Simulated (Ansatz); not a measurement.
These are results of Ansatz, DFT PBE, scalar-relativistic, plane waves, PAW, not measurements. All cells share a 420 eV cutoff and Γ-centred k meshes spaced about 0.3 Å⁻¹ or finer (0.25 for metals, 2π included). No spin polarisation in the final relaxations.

All energies are static (0 K, no zero-point motion). All come from trial cells, and lower structures may exist.

**Question.** Order these relaxed structures of HfC4 by energy, lowest first, with the energy over the lowest of them.
1.

```cif
data_structure
_symmetry_space_group_name_H-M 'Pmmm'
_symmetry_Int_Tables_number 47
_cell_length_a 4.3169
_cell_length_b 4.4931
_cell_length_c 5.0400
_cell_angle_alpha 90.000
_cell_angle_beta 90.000
_cell_angle_gamma 90.000
_cell_volume 97.76
loop_
_atom_site_label
_atom_site_type_symbol
_atom_site_symmetry_multiplicity
_atom_site_Wyckoff_symbol
_atom_site_fract_x
_atom_site_fract_y
_atom_site_fract_z
_atom_site_occupancy
Hf1 Hf 1 d 0.50000 0.00000 0.50000 1
Hf2 Hf 1 a 0.00000 0.00000 0.00000 1
C1 C 4 x 0.16632 0.50000 0.75214 1
C2 C 2 l 0.33051 0.50000 0.50000 1
C3 C 2 k 0.33229 0.50000 0.00000 1
```

2.

```cif
data_structure
_symmetry_space_group_name_H-M 'P-3m1'
_symmetry_Int_Tables_number 164
_cell_length_a 4.3213
_cell_length_b 4.3213
_cell_length_c 10.2324
_cell_angle_alpha 90.000
_cell_angle_beta 90.000
_cell_angle_gamma 120.000
_cell_volume 165.48
loop_
_atom_site_label
_atom_site_type_symbol
_atom_site_symmetry_multiplicity
_atom_site_Wyckoff_symbol
_atom_site_fract_x
_atom_site_fract_y
_atom_site_fract_z
_atom_site_occupancy
Hf1 Hf 1 a 0.00000 0.00000 0.00000 1
Hf2 Hf 2 d 0.33333 0.66667 0.39759 1
C1 C 12 j 0.66631 0.66707 0.80124 1
```

3.

```cif
data_structure
_symmetry_space_group_name_H-M 'I4/mmm'
_symmetry_Int_Tables_number 139
_cell_length_a 6.3959
_cell_length_b 6.3959
_cell_length_c 2.6339
_cell_angle_alpha 90.000
_cell_angle_beta 90.000
_cell_angle_gamma 90.000
_cell_volume 107.74
loop_
_atom_site_label
_atom_site_type_symbol
_atom_site_symmetry_multiplicity
_atom_site_Wyckoff_symbol
_atom_site_fract_x
_atom_site_fract_y
_atom_site_fract_z
_atom_site_occupancy
Hf1 Hf 2 a 0.00000 0.00000 0.00000 1
C1 C 8 h 0.27764 0.72236 0.00000 1
```

**Answer.** 1 (0 meV/atom), 2 (33 meV/atom), 3 (175 meV/atom). Forms: 1 Pmmm; 2 P-3m1; 3 I4/mmm. Counting C atoms around Hf (those within 1.25 times the shortest such distance or 1.15 times the sum of covalent radii; a slash parts the counts of unlike sites): cell 1 has Hf 4/12; cell 2 has Hf 6/12; cell 3 has Hf 12. Cell 1 holds C–C nets (shortest 1.44 Å); cell 2 holds C–C nets (shortest 1.44 Å); cell 3 holds C–C chains (shortest 1.41 Å). Even the lowest lies +0.31 eV/atom against the elements.

Spin–orbit coupling, which can matter for Hf, is left out. With atoms moved at random, Pmmm (by 128 meV/atom) fell into a lower structure; P-3m1 came back. Without a clear test, and held by symmetry: I4/mmm. Some structure types and database cells were kept out of the candidates from the start, so a known form may be missing.
